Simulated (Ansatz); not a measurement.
### Question
Bulk modulus by a P(V) fit from LDA minus that from HSE06 (% of the latter), each on its own relaxed cell (Ansatz, a first-principles code, plane waves, PAW; no spin–orbit coupling, no Hubbard U), over 35 phases of the class «halides»: what sign and size do you expect?

### Answer
Mean 37 %, median 28 %, mean absolute 37 %; eight in ten lie between 18 and 61 %, and 100 % are above zero.

Some cases that may be named, with their rank among the 35 from the lowest: NaMgF3, cubic perovskite 13 % (rank 2); LiCl, wurtzite 18 % (rank 3); CsPbBr3, cubic perovskite 28 % (rank 17); NaCl, rock salt 28 % (rank 18); AgBr, rock salt 64 % (rank 34); AgCl, rock salt 66 % (rank 35).

The phases are those computed here (of each formula those with measured values and the lowest at some level), not a balanced benchmark, and neither functional is the truth. Pairs that end in unlike spin orders or unlike minima (c/a over 6 % apart, 30 % for weakly bound crystals), magnets with 4f shells, solids of gases and phases set aside for tests are left out.

Not the usual ambient phase: LiCl, wurtzite; CsPbBr3, cubic perovskite. Standing as an ambient phase not checked: NaMgF3, cubic perovskite. Unstable at this level: NaMgF3, cubic perovskite with LDA. All cells were relaxed under the symmetry of their starts (and spin orders); stability against distortions was not tested throughout. Named crystals with no word on spin ran without spin polarisation. Scalar-relativistic: spin–orbit coupling is off unless named, which matters more the heavier the elements.

Potentials: the later of the program's two PAW sets.

Ansatz is a plane-wave DFT program.
